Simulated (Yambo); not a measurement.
Absorption of Ba2LuNbO6 (space group Fm-3m, No. 225) with and without the electron-hole interaction (Yambo, PBEsol bands; 4×4×4 mesh, 25 valence and 9 conduction bands, static screening with 101 bands and a 3 Ry block, scissor 0.75 eV, Tamm-Dancoff; field along x).

| E (eV) | Im ε, BSE | Im ε, independent quasiparticles |
|---|---|---|
| 2.06 | 0.15 | 0.08 |
| 2.16 | 0.17 | 0.08 |
| 2.26 | 0.20 | 0.09 |
| 2.36 | 0.23 | 0.10 |
| 2.46 | 0.27 | 0.11 |
| 2.56 | 0.34 | 0.12 |
| 2.67 | 0.43 | 0.13 |
| 2.77 | 0.59 | 0.14 |
| 2.87 | 0.88 | 0.16 |
| 2.97 | 1.47 | 0.19 |
| 3.07 | 2.56 | 0.22 |
| 3.17 | 3.09 | 0.27 |
| 3.27 | 2.58 | 0.34 |
| 3.37 | 2.11 | 0.47 |
| 3.47 | 1.68 | 0.72 |
| 3.57 | 1.49 | 1.11 |
| 3.67 | 1.64 | 1.54 |
| 3.77 | 2.15 | 1.62 |
| 3.87 | 3.04 | 1.36 |
| 3.97 | 3.82 | 1.11 |
| 4.07 | 3.95 | 1.16 |
| 4.17 | 4.03 | 1.47 |
| 4.27 | 4.40 | 1.94 |
| 4.38 | 4.39 | 2.52 |
| 4.48 | 3.90 | 3.27 |
| 4.58 | 3.49 | 3.77 |
| 4.68 | 3.75 | 3.69 |
| 4.78 | 4.87 | 4.14 |
| 4.88 | 5.77 | 3.98 |
| 4.98 | 5.16 | 3.59 |
| 5.08 | 4.28 | 4.05 |
| 5.18 | 3.97 | 5.25 |
| 5.28 | 4.12 | 5.86 |
| 5.38 | 4.02 | 5.30 |
| 5.48 | 4.04 | 4.57 |
| 5.58 | 3.92 | 4.62 |
| 5.68 | 3.93 | 4.66 |
| 5.78 | 3.97 | 4.18 |
| 5.88 | 3.75 | 3.52 |
| 5.98 | 3.56 | 3.12 |
| 6.08 | 3.59 | 3.04 |
| 6.19 | 4.09 | 2.86 |
| 6.29 | 5.25 | 2.42 |
| 6.39 | 6.10 | 2.18 |
| 6.49 | 5.34 | 2.09 |
| 6.59 | 4.88 | 2.10 |
| 6.69 | 4.65 | 2.27 |
| 6.79 | 4.70 | 2.52 |
| 6.89 | 4.59 | 2.78 |
| 6.99 | 4.40 | 3.18 |
| 7.09 | 4.07 | 3.56 |
| 7.19 | 3.95 | 4.11 |
| 7.29 | 3.74 | 4.53 |
| 7.39 | 3.43 | 4.81 |
| 7.49 | 3.01 | 4.82 |
| 7.59 | 2.53 | 5.66 |
| 7.69 | 2.32 | 6.66 |

The scissor comes from a G0W0 run whose convergence isn't established. Broadening 0.15 eV. The band window holds all transitions up to 7.7 eV. Fine structure above the onset can come from the mesh.

Spin-orbit splittings are left out. The 4f states are in the valence at their DFT position.

Geometry of the Materials Project entry, not relaxed at this level; primitive cell a = b = c = 5.941 Å, α = β = γ = 60.00°.

The structure is a Materials Project entry; no match was found in the copy of COD used, and its stability was not checked.
